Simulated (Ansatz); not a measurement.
Problem. Each is relaxed and computed with PBE in the plane-wave PAW code Ansatz. Which is the only metal?
A. Ge2W, Cmcm (Ge on 4c, Ge on 4c, W on 4c)
B. LiGeN, P6_3mc (Li on 2b, Ge on 2a, N on 2b)
C. SiGe, Pmma (Si on 2e, Si on 2f, Ge on 2e, Ge on 2f)
D. GeS, P4/nmm (Ge on 2c, S on 2a)

Solution. A, Ge2W, Cmcm (Ge on 4c, Ge on 4c, W on 4c). Ge2W: metal; SiGe: gap 0.37 eV (indirect); GeS: gap 0.53 eV (indirect); LiGeN: gap 1.45 eV (indirect). Constructed cells (a structure type filled with these elements, in neither database checked): Ge2W, Cmcm (Ge on 4c, Ge on 4c, W on 4c); GeS, P4/nmm (Ge on 2c, S on 2a). Typed or built starts, not in the databases checked: SiGe, Pmma (Si on 2e, Si on 2f, Ge on 2e, Ge on 2f). Standing as an ambient phase not checked: LiGeN, P6_3mc (Li on 2b, Ge on 2a, N on 2b). Weakly bound layers, chains or molecules computed without a dispersion correction, so cells and soft constants are ill determined: GeS, P4/nmm (Ge on 2c, S on 2a). All cells were relaxed under the symmetry of their starts (and spin orders); stability against distortions was not tested throughout. Rows with no word on spin ran without spin polarisation. Scalar-relativistic: spin–orbit coupling is off unless named, which matters more the heavier the elements.

Potentials: the later of the program's two PAW sets.
